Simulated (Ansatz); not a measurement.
CaCu2S2: checking a database structure before trusting its electric field gradients

The cell is a refined structure from the COD.

```
Ca Cu S
1.0
     3.94000    0.00000    0.00000
    -1.97000    3.41214    0.00000
     0.00000    0.00000    6.52300
Ca Cu S
1 2 2
Direct
  0.00000 0.00000 0.00000
  0.33333 0.66667 0.37649
  0.66667 0.33333 0.62351
  0.33333 0.66667 0.74630
  0.66667 0.33333 0.25370
```

Atom numbers follow the list; atoms alike are taken as one site, whose name carries the number of the first.

Method: Kohn–Sham DFT in Ansatz, PBE, plane waves and PAW, scalar-relativistic, 420 eV cutoff, Γ-centred 8×8×5 k-points, Fermi–Dirac smearing 0.02 eV.

(1) Do the atoms and the cell lie near the calculated equilibrium?

## Answers

(1) Nearly. The largest force is 0.26 eV/Å, on atom 4 (S: 4 Cu at 2.41 Å, 3 Ca at 2.81 Å), and the pressure is -0.7 GPa. Relaxing the atoms is still advisable, since electric field gradients respond to shifts of a few hundredths of an ångström.
